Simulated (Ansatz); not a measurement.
TePb:
```cif
data_PbTe
_chemical_formula_sum 'Te1 Pb1'
_space_group_name_H-M_alt 'P 1'
_space_group_IT_number 1
_cell_length_a 4.64469
_cell_length_b 4.64469
_cell_length_c 4.64469
_cell_angle_alpha 60.000
_cell_angle_beta 60.000
_cell_angle_gamma 60.000
loop_
_space_group_symop_operation_xyz
  'x, y, z'
loop_
_atom_site_label
_atom_site_type_symbol
_atom_site_fract_x
_atom_site_fract_y
_atom_site_fract_z
_atom_site_occupancy
Te1 Te 0.00000 0.00000 0.00000 1
Pb1 Pb 0.50000 0.50000 0.50000 1
```

Relaxed with PBE. Independent-particle spectrum: no excitons, no local fields, no scissors shift; 0.1 eV broadening; ε₁ of the summed bands alone.

Q: Tabulate the dielectric function from PBE in the plane-wave PAW code Ansatz.

A: 

| E (eV) | ε₁ xx | ε₂ xx |
|---|---|---|
| 0.0 | 27.01 | 0.00 |
| 0.3 | 27.63 | 0.00 |
| 0.6 | 29.75 | 0.00 |
| 0.9 | 34.65 | 0.33 |
| 1.2 | 44.88 | 3.41 |
| 1.5 | 64.12 | 20.36 |
| 1.8 | 57.76 | 87.34 |
| 2.1 | -27.95 | 69.15 |
| 2.4 | -27.94 | 33.01 |
| 2.7 | -22.03 | 17.86 |
| 3.0 | -16.68 | 10.77 |
| 3.3 | -12.68 | 6.97 |
| 3.6 | -9.66 | 4.76 |
| 3.9 | -7.33 | 3.40 |
| 4.2 | -5.45 | 2.57 |
| 4.5 | -3.99 | 2.01 |
| 4.8 | -2.57 | 1.67 |
| 5.1 | -1.20 | 1.67 |
| 5.4 | -0.30 | 2.37 |
| 5.7 | 0.55 | 2.62 |
| 6.0 | 1.03 | 4.61 |
| 6.3 | 0.81 | 3.77 |
| 6.6 | -0.68 | 6.05 |
| 6.9 | -2.34 | 4.77 |
| 7.2 | -2.68 | 3.90 |
| 7.5 | -2.53 | 2.87 |
| 7.8 | -2.17 | 2.27 |
| 8.1 | -1.76 | 1.86 |
| 8.4 | -1.32 | 1.75 |
| 8.7 | -1.17 | 1.74 |
| 9.0 | -0.89 | 1.69 |
| 9.3 | -0.76 | 1.85 |
| 9.6 | -1.24 | 2.08 |
| 9.9 | -1.26 | 1.59 |
| 10.2 | -1.18 | 1.34 |
| 10.5 | -1.06 | 1.16 |
| 10.8 | -0.95 | 1.02 |
| 11.1 | -0.82 | 0.90 |
| 11.4 | -0.71 | 0.80 |
| 11.7 | -0.60 | 0.78 |
| 12.0 | -0.53 | 0.70 |

Q: From ε at 2.8 eV (xx: -20.09 + 14.94i), find n, k, the normal reflectivity and the absorption coefficient.

A: n = 1.57, k = 4.749, R = 78 %, α = 2kE/ħc = 1300000 cm⁻¹.

With all bands, ε∞ without local fields is 27.1.

Space group Fm-3m (rock salt). The PBE relaxation kept the symmetry of its start; of distortions, only those at the zone centre were tested. Scalar-relativistic: spin–orbit coupling is off unless named, which matters more the heavier the elements.

Potentials: the later of the program's two PAW sets.
